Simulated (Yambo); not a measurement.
# Bethe-Salpeter results for Sr2FeH6

```
CELL_PARAMETERS angstrom
      0.00000     3.70765     3.70765
      3.70765     0.00000     3.70765
      3.70765     3.70765     0.00000
ATOMIC_POSITIONS crystal
  H  0.78246 0.78246 0.21754
  H  0.21754 0.21754 0.78246
  H  0.21754 0.78246 0.78246
  H  0.78246 0.21754 0.21754
  H  0.78246 0.21754 0.78246
  H  0.21754 0.78246 0.21754
  Fe 0.00000 0.00000 0.00000
  Sr 0.75000 0.75000 0.75000
  Sr 0.25000 0.25000 0.25000
```

The geometry is that of Materials Project entry mp-1078746, symmetrised and not relaxed again.

BSE in Yambo on PBEsol (Quantum ESPRESSO, PseudoDojo norm-conserving, 90 Ry, scalar-relativistic) bands: 8×8×8 mesh, 3 valence and 6 conduction bands, static screening with 58 bands and a 3 Ry block, scissor 1.20 eV, Tamm-Dancoff; field along x.

```tsv
state	energy (eV)	states within 2 meV	relative strength	class	main transitions
1	1.25	3	< 0.01	dark	several band pairs
2	1.77	3	< 0.01	dark	several band pairs
3	2.07	3	< 0.01	dark	several band pairs
4	2.07	2	< 0.01	dark	VB → CB (81 %)
5	2.09	1	< 0.01	dark	VB → CB (84 %)
6	2.12	3	0.01	dark	several band pairs
7	2.13	3	< 0.01	dark	VB−1 → CB (66 %)
8	2.15	3	1.00	strong	several band pairs
```

These are vertical excitations (zero momentum). The direct quasiparticle gap on this mesh is 2.35 eV; counted from there, state 1 is bound by 1.10 eV. On a 4×4×4 mesh the same difference is 1.12 eV.

Spin singlets only. Strengths are relative to the strongest of the lowest states of this run; strong means a line over 3 % of the spectrum's maximum, dark under 0.03 %. Absolute energies carry the error of the G0W0 scissor, whose convergence isn't established.

The structure is a Materials Project entry; no match was found in the copy of COD used, and its stability was not checked.

The runs are not spin-polarised; magnetic order was not tried.
